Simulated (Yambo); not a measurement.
Yambo run on Ba$_{2}$ScCuO$_{4}$ (space group P4/mmm, No. 123). The wavefunctions are PBEsol (pw.x of Quantum ESPRESSO, ONCV potentials, without SOC) ones on a 2×2×1 mesh (37 occupied bands); a = 4.1770 Å, b = 4.1770 Å, c = 8.0789 Å, α = 90.00°, β = 90.00°, γ = 90.00°.

Yambo input:

```
rim_cut
gw0
dyson
el_el_corr
HF_and_locXC
ppa
em1d
RandQpts= 1000000
RandGvec= 1 Ry
EXXRLvcs= 92 Ry
VXCRLvcs= 368 Ry
Chimod= "HARTREE"
% BndsRnXp
 6 | 107 |
%
NGsBlkXp= 7 Ry
% LongDrXp
 1.0 | 1.0 | 1.0 |
%
PPAPntXp= 27.2114 eV
% GbndRnge
 1 | 214 |
%
GTermKind= "BG"
DysSolver= "n"
ExtendOut
% QPkrange
 2 | 2 | 37 | 38 |
 3 | 3 | 37 | 37 |
%
```

k points by index: 2 = X, 3 = M.

The o-*.qp file then holds:

```
#    K-point    Band    Eo [eV]    E [eV]    E-Eo [eV]    Vxc [eV]    Vnlxc [eV]    Sc|Eo [eV]    Sc|E [eV]    dSc/dw|Eo [eV]    Re(Z)    Im(Z)
#
    2    37    -0.038964    -0.468269    -0.429305    -25.16093    -31.70211    5.952360    6.111877    -10.10446    0.729211    -0.002283
    2    38    1.985785    2.540885    0.555100    -9.654522    -5.860409    -3.121507    -3.239013    -5.759273    0.825320    -0.001126
    3    37    0.000000    -0.449126    -0.449126    -25.75101    -32.45031    6.081797    6.250174    -10.19497    0.727446    -0.002374
```
(The two width columns are left out.) Convergence of these settings isn't established.

Geometry of the Materials Project entry, not relaxed at this level.

The structure is a Materials Project entry; no match was found in the copy of COD used, and its stability was not checked.
